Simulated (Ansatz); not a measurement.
CaZrN₂: consecutive steps of a trajectory

Theory: Ansatz 0.2.0, DFT PBEsol, scalar-relativistic, plane waves, PAW. The runs took a 420 eV cutoff, a shifted (0.0, 0.0, 0.5 steps) 3×3×2 mesh and Fermi–Dirac smearing (0.069 eV). The mesh is coarse. No spin polarisation.

16 atoms, starting at 1.02 times the perfect crystal's volume (space group R-3m, the cell as given, not relaxed at this level); constant energy, velocities drawn at 800 K, fixed cell; 29 steps of 1 fs. The run is short and not equilibrated.

Positions in Å, velocities in 0.01 Å/fs, forces in eV/Å; dE is the potential energy from the first frame shown.

```xyz
16
Lattice="3.3361 -5.7783 0.0000 -3.3361 -5.7783 0.0000 0.0000 -3.8522 -5.6438" Properties=species:S:1:pos:R:3:v100:R:3:forces:R:3 pbc="T T T" time_fs=20.00 dE_eV=0.0000 T_K=249
Ca   -0.0893   -5.7777   -0.0359   -0.2557   -0.0958   -0.0125    1.0661   -0.5487    0.8892
Ca   -1.6382   -2.8752   -0.0149   -0.0038    0.1378   -0.0359   -0.8179    0.3777    0.1650
Ca    1.5350   -3.0374    0.0487   -0.4200   -0.6367    0.2578    1.3508    0.7279   -0.0719
Ca    0.1508   -0.0472   -0.0353    0.5044   -0.1137   -0.0037   -1.4157    0.6529    0.9535
Zr    0.0238   -1.8409   -2.7855    0.0607    0.3807    0.0347   -0.6982   -0.6514   -1.7637
Zr    1.6627   -4.8306   -2.7646    0.0071   -0.0807    0.2068    0.4397   -0.0072   -1.0148
Zr   -1.6806   -4.8751   -2.7499   -0.0463   -0.1390    0.1975    0.2787    2.1786   -2.1178
Zr   -0.0066   -7.6831   -2.8861    0.0129    0.0219   -0.3630    0.5532   -1.0652   -0.3661
N     0.0695   -9.6837   -1.6439    0.1655   -0.0191   -0.1703   -0.3824    0.3846    0.1174
N    -1.7088   -6.6245   -1.6719   -0.0708    0.0483   -0.1227    0.2446   -1.0787    0.4776
N     1.7685   -6.6498   -1.6349    0.3040    0.2420   -0.0165   -0.3428   -0.4005    0.2972
N     0.0466   -3.7956   -1.8232   -0.0904    0.0864   -0.2679   -0.5739   -0.3458    1.4948
N     0.0224   -5.7610   -3.9833    0.0883   -0.1206    0.0206   -0.0414   -0.2818   -0.4779
N     1.5889   -8.6229   -4.1172   -0.4528    0.2172   -0.0685    0.0107   -0.1414    0.6167
N    -1.5701   -8.5384   -4.0715    0.4671    0.4683   -0.0876   -0.2537   -0.4279    0.0679
N    -0.0938  -11.6477   -4.1840   -0.1336   -0.0865   -0.3711    0.5822    0.6270    0.7327
16
Lattice="3.3361 -5.7783 0.0000 -3.3361 -5.7783 0.0000 0.0000 -3.8522 -5.6438" Properties=species:S:1:pos:R:3:v100:R:3:forces:R:3 pbc="T T T" time_fs=21.00 dE_eV=0.0446 T_K=226
Ca   -0.0918   -5.7787   -0.0359   -0.2297   -0.1092    0.0089    1.0882   -0.5586    0.8959
Ca   -1.6383   -2.8738   -0.0153   -0.0236    0.1470   -0.0321   -0.8253    0.3831    0.1558
Ca    1.5310   -3.0437    0.0512   -0.3872   -0.6186    0.2556    1.3794    0.7803   -0.1125
Ca    0.1557   -0.0482   -0.0352    0.4699   -0.0979    0.0195   -1.4494    0.6586    0.9677
Zr    0.0243   -1.8372   -2.7853    0.0533    0.3736    0.0161   -0.7029   -0.6950   -1.7688
Zr    1.6628   -4.8314   -2.7625    0.0118   -0.0807    0.1960    0.4402    0.0064   -1.0285
Zr   -1.6810   -4.8764   -2.7480   -0.0433   -0.1157    0.1749    0.2978    2.2364   -2.1561
Zr   -0.0064   -7.6829   -2.8897    0.0187    0.0105   -0.3666    0.5562   -1.0846   -0.3251
N     0.0710   -9.6837   -1.6456    0.1387    0.0068   -0.1615   -0.3947    0.3696    0.1362
N    -1.7094   -6.6243   -1.6729   -0.0540   -0.0260   -0.0893    0.2425   -1.0790    0.4909
N     1.7714   -6.6475   -1.6349    0.2804    0.2144    0.0044   -0.3422   -0.3997    0.3090
N     0.0455   -3.7948   -1.8254   -0.1297    0.0625   -0.1650   -0.5651   -0.3481    1.4938
N     0.0233   -5.7623   -3.9832    0.0855   -0.1391   -0.0125   -0.0418   -0.2561   -0.4834
N     1.5844   -8.6208   -4.1177   -0.4509    0.2062   -0.0258    0.0445   -0.1764    0.6215
N    -1.5655   -8.5339   -4.0724    0.4477    0.4378   -0.0836   -0.3079   -0.4588    0.0466
N    -0.0950  -11.6483   -4.1875   -0.0935   -0.0435   -0.3198    0.5806    0.6219    0.7569
16
Lattice="3.3361 -5.7783 0.0000 -3.3361 -5.7783 0.0000 0.0000 -3.8522 -5.6438" Properties=species:S:1:pos:R:3:v100:R:3:forces:R:3 pbc="T T T" time_fs=22.00 dE_eV=0.0822 T_K=207
Ca   -0.0939   -5.7799   -0.0357   -0.2033   -0.1227    0.0305    1.1063   -0.5663    0.8979
Ca   -1.6387   -2.8723   -0.0156   -0.0435    0.1562   -0.0284   -0.8288    0.3864    0.1450
Ca    1.5273   -3.0498    0.0538   -0.3537   -0.5992    0.2524    1.4041    0.8331   -0.1561
Ca    0.1602   -0.0491   -0.0349    0.4346   -0.0820    0.0429   -1.4782    0.6612    0.9773
Zr    0.0248   -1.8335   -2.7852    0.0459    0.3660   -0.0026   -0.7039   -0.7405   -1.7637
Zr    1.6630   -4.8322   -2.7606    0.0164   -0.0805    0.1851    0.4364    0.0213   -1.0366
Zr   -1.6814   -4.8774   -2.7464   -0.0400   -0.0918    0.1520    0.3161    2.2818   -2.1814
Zr   -0.0062   -7.6828   -2.8934    0.0246   -0.0010   -0.3698    0.5554   -1.0999   -0.2773
N     0.0723   -9.6835   -1.6472    0.1111    0.0317   -0.1515   -0.4053    0.3514    0.1533
N    -1.7099   -6.6250   -1.6737   -0.0374   -0.0999   -0.0553    0.2382   -1.0664    0.4973
N     1.7741   -6.6455   -1.6348    0.2569    0.1870    0.0260   -0.3406   -0.3959    0.3172
N     0.0440   -3.7943   -1.8265   -0.1681    0.0384   -0.0625   -0.5513   -0.3500    1.4823
N     0.0241   -5.7638   -3.9835    0.0826   -0.1557   -0.0459   -0.0422   -0.2268   -0.4849
N     1.5799   -8.6188   -4.1177   -0.4466    0.1928    0.0171    0.0816   -0.2133    0.6241
N    -1.5612   -8.5297   -4.0732    0.4246    0.4051   -0.0812   -0.3641   -0.4898    0.0251
N    -0.0957  -11.6485   -4.1904   -0.0537   -0.0010   -0.2668    0.5763    0.6137    0.7807
16
Lattice="3.3361 -5.7783 0.0000 -3.3361 -5.7783 0.0000 0.0000 -3.8522 -5.6438" Properties=species:S:1:pos:R:3:v100:R:3:forces:R:3 pbc="T T T" time_fs=23.00 dE_eV=0.1127 T_K=191
Ca   -0.0958   -5.7812   -0.0353   -0.1765   -0.1364    0.0521    1.1204   -0.5717    0.8954
Ca   -1.6392   -2.8707   -0.0158   -0.0634    0.1655   -0.0251   -0.8284    0.3875    0.1326
Ca    1.5239   -3.0557    0.0563   -0.3196   -0.5785    0.2481    1.4250    0.8861   -0.2024
Ca    0.1644   -0.0499   -0.0343    0.3988   -0.0661    0.0665   -1.5020    0.6608    0.9821
Zr    0.0253   -1.8299   -2.7853    0.0384    0.3579   -0.0212   -0.7013   -0.7874   -1.7485
Zr    1.6631   -4.8330   -2.7588    0.0210   -0.0802    0.1741    0.4284    0.0373   -1.0387
Zr   -1.6818   -4.8782   -2.7450   -0.0366   -0.0675    0.1288    0.3334    2.3145   -2.1936
Zr   -0.0059   -7.6829   -2.8971    0.0305   -0.0127   -0.3725    0.5504   -1.1113   -0.2232
N     0.0732   -9.6831   -1.6486    0.0829    0.0551   -0.1405   -0.4143    0.3302    0.1687
N    -1.7101   -6.6263   -1.6740   -0.0213   -0.1725   -0.0210    0.2318   -1.0412    0.4967
N     1.7766   -6.6438   -1.6344    0.2335    0.1600    0.0480   -0.3380   -0.3890    0.3215
N     0.0422   -3.7941   -1.8267   -0.2055    0.0143    0.0389   -0.5328   -0.3517    1.4605
N     0.0249   -5.7654   -3.9842    0.0796   -0.1702   -0.0792   -0.0426   -0.1944   -0.4824
N     1.5754   -8.6170   -4.1173   -0.4396    0.1768    0.0601    0.1219   -0.2516    0.6241
N    -1.5570   -8.5258   -4.0740    0.3975    0.3703   -0.0802   -0.4214   -0.5205    0.0035
N    -0.0960  -11.6483   -4.1928   -0.0142    0.0409   -0.2122    0.5694    0.6024    0.8039
16
Lattice="3.3361 -5.7783 0.0000 -3.3361 -5.7783 0.0000 0.0000 -3.8522 -5.6438" Properties=species:S:1:pos:R:3:v100:R:3:forces:R:3 pbc="T T T" time_fs=24.00 dE_eV=0.1359 T_K=179
Ca   -0.0975   -5.7826   -0.0347   -0.1494   -0.1502    0.0736    1.1306   -0.5749    0.8882
Ca   -1.6399   -2.8690   -0.0161   -0.0833    0.1748   -0.0221   -0.8243    0.3862    0.1188
Ca    1.5209   -3.0613    0.0587   -0.2851   -0.5565    0.2426    1.4424    0.9389   -0.2510
Ca    0.1682   -0.0505   -0.0336    0.3624   -0.0502    0.0901   -1.5210    0.6574    0.9822
Zr    0.0256   -1.8263   -2.7856    0.0310    0.3493   -0.0396   -0.6950   -0.8356   -1.7234
Zr    1.6634   -4.8338   -2.7572    0.0254   -0.0797    0.1631    0.4162    0.0542   -1.0353
Zr   -1.6822   -4.8787   -2.7438   -0.0330   -0.0429    0.1056    0.3498    2.3345   -2.1924
Zr   -0.0056   -7.6831   -2.9008    0.0362   -0.0245   -0.3745    0.5409   -1.1186   -0.1630
N     0.0739   -9.6824   -1.6500    0.0541    0.0771   -0.1284   -0.4213    0.3064    0.1822
N    -1.7103   -6.6284   -1.6741   -0.0056   -0.2429    0.0129    0.2233   -1.0034    0.4890
N     1.7788   -6.6423   -1.6338    0.2104    0.1335    0.0701   -0.3346   -0.3792    0.3217
N     0.0399   -3.7941   -1.8258   -0.2414   -0.0100    0.1384   -0.5099   -0.3534    1.4290
N     0.0257   -5.7672   -3.9851    0.0767   -0.1824   -0.1122   -0.0431   -0.1593   -0.4759
N     1.5711   -8.6153   -4.1165   -0.4297    0.1581    0.1030    0.1652   -0.2908    0.6212
N    -1.5532   -8.5223   -4.0748    0.3665    0.3334   -0.0807   -0.4791   -0.5506   -0.0176
N    -0.0960  -11.6477   -4.1947    0.0247    0.0819   -0.1561    0.5599    0.5881    0.8262
16
Lattice="3.3361 -5.7783 0.0000 -3.3361 -5.7783 0.0000 0.0000 -3.8522 -5.6438" Properties=species:S:1:pos:R:3:v100:R:3:forces:R:3 pbc="T T T" time_fs=25.00 dE_eV=0.1520 T_K=171
Ca   -0.0988   -5.7842   -0.0338   -0.1221   -0.1641    0.0948    1.1368   -0.5756    0.8761
Ca   -1.6409   -2.8672   -0.0163   -0.1031    0.1841   -0.0194   -0.8164    0.3827    0.1035
Ca    1.5182   -3.0668    0.0611   -0.2502   -0.5333    0.2360    1.4560    0.9907   -0.3017
Ca    0.1716   -0.0509   -0.0325    0.3256   -0.0345    0.1137   -1.5351    0.6512    0.9775
Zr    0.0259   -1.8229   -2.7861    0.0238    0.3402   -0.0576   -0.6851   -0.8848   -1.6884
Zr    1.6637   -4.8346   -2.7556    0.0298   -0.0791    0.1522    0.4001    0.0718   -1.0259
Zr   -1.6825   -4.8790   -2.7429   -0.0292   -0.0181    0.0825    0.3651    2.3421   -2.1779
Zr   -0.0052   -7.6834   -2.9046    0.0419   -0.0363   -0.3759    0.5268   -1.1220   -0.0972
N     0.0743   -9.6815   -1.6512    0.0249    0.0973   -0.1154   -0.4265    0.2804    0.1937
N    -1.7103   -6.6312   -1.6738    0.0094   -0.3103    0.0461    0.2127   -0.9538    0.4745
N     1.7808   -6.6411   -1.6330    0.1875    0.1078    0.0921   -0.3305   -0.3666    0.3179
N     0.0373   -3.7943   -1.8239   -0.2756   -0.0344    0.2354   -0.4828   -0.3551    1.3884
N     0.0265   -5.7691   -3.9864    0.0737   -0.1921   -0.1446   -0.0437   -0.1221   -0.4654
N     1.5668   -8.6138   -4.1153   -0.4167    0.1367    0.1456    0.2112   -0.3304    0.6153
N    -1.5497   -8.5191   -4.0756    0.3315    0.2945   -0.0826   -0.5362   -0.5795   -0.0378
N    -0.0955  -11.6467   -4.1959    0.0628    0.1218   -0.0984    0.5478    0.5709    0.8475
16
Lattice="3.3361 -5.7783 0.0000 -3.3361 -5.7783 0.0000 0.0000 -3.8522 -5.6438" Properties=species:S:1:pos:R:3:v100:R:3:forces:R:3 pbc="T T T" time_fs=26.00 dE_eV=0.1611 T_K=166
Ca   -0.0999   -5.7859   -0.0328   -0.0947   -0.1779    0.1157    1.1388   -0.5742    0.8597
Ca   -1.6420   -2.8653   -0.0165   -0.1226    0.1932   -0.0171   -0.8051    0.3768    0.0872
Ca    1.5159   -3.0720    0.0635   -0.2150   -0.5088    0.2281    1.4661    1.0414   -0.3535
Ca    0.1747   -0.0511   -0.0313    0.2885   -0.0189    0.1371   -1.5442    0.6423    0.9682
Zr    0.0261   -1.8195   -2.7868    0.0166    0.3306   -0.0752   -0.6715   -0.9342   -1.6443
Zr    1.6640   -4.8354   -2.7541    0.0339   -0.0782    0.1414    0.3805    0.0899   -1.0114
Zr   -1.6827   -4.8791   -2.7422   -0.0253    0.0066    0.0596    0.3791    2.3378   -2.1510
Zr   -0.0047   -7.6838   -2.9084    0.0473   -0.0482   -0.3765    0.5074   -1.1214   -0.0266
N     0.0744   -9.6805   -1.6523   -0.0046    0.1156   -0.1018   -0.4298    0.2523    0.2031
N    -1.7101   -6.6346   -1.6732    0.0237   -0.3740    0.0781    0.2001   -0.8933    0.4536
N     1.7825   -6.6402   -1.6320    0.1649    0.0831    0.1138   -0.3259   -0.3514    0.3100
N     0.0344   -3.7947   -1.8211   -0.3078   -0.0589    0.3294   -0.4519   -0.3569    1.3392
N     0.0272   -5.7710   -3.9880    0.0707   -0.1992   -0.1762   -0.0443   -0.0834   -0.4510
N     1.5627   -8.6125   -4.1136   -0.4005    0.1126    0.1876    0.2592   -0.3698    0.6062
N    -1.5466   -8.5164   -4.0765    0.2927    0.2537   -0.0858   -0.5921   -0.6069   -0.0567
N    -0.0947  -11.6453   -4.1966    0.1001    0.1605   -0.0394    0.5334    0.5508    0.8674
```

Q: What is the next frame?

A:
```xyz
16
Lattice="3.3361 -5.7783 0.0000 -3.3361 -5.7783 0.0000 0.0000 -3.8522 -5.6438" Properties=species:S:1:pos:R:3:v100:R:3:forces:R:3 pbc="T T T" time_fs=27.00 dE_eV=0.1635 T_K=165
Ca   -0.1007   -5.7878   -0.0315   -0.0673   -0.1917    0.1362    1.1368   -0.5704    0.8387
Ca   -1.6433   -2.8633   -0.0166   -0.1418    0.2022   -0.0152   -0.7902    0.3685    0.0698
Ca    1.5139   -3.0770    0.0657   -0.1797   -0.4832    0.2189    1.4728    1.0904   -0.4063
Ca    0.1774   -0.0513   -0.0298    0.2513   -0.0036    0.1603   -1.5486    0.6308    0.9543
Zr    0.0262   -1.8163   -2.7876    0.0096    0.3205   -0.0923   -0.6542   -0.9836   -1.5912
Zr    1.6643   -4.8362   -2.7528    0.0378   -0.0772    0.1309    0.3576    0.1084   -0.9915
Zr   -1.6830   -4.8789   -2.7417   -0.0212    0.0312    0.0371    0.3920    2.3224   -2.1119
Zr   -0.0042   -7.6844   -2.9121    0.0526   -0.0600   -0.3764    0.4827   -1.1169    0.0484
N     0.0742   -9.6792   -1.6532   -0.0342    0.1320   -0.0875   -0.4313    0.2228    0.2103
N    -1.7098   -6.6387   -1.6722    0.0369   -0.4331    0.1084    0.1857   -0.8231    0.4268
N     1.7841   -6.6395   -1.6307    0.1426    0.0595    0.1347   -0.3209   -0.3339    0.2981
N     0.0312   -3.7955   -1.8173   -0.3377   -0.0836    0.4196   -0.4177   -0.3589    1.2821
N     0.0279   -5.7730   -3.9899    0.0676   -0.2036   -0.2067   -0.0450   -0.0437   -0.4329
N     1.5588   -8.6115   -4.1115   -0.3809    0.0858    0.2290    0.3092   -0.4086    0.5936
N    -1.5439   -8.5141   -4.0773    0.2500    0.2110   -0.0903   -0.6455   -0.6322   -0.0739
N    -0.0935  -11.6435   -4.1967    0.1362    0.1976    0.0210    0.5167    0.5280    0.8856
```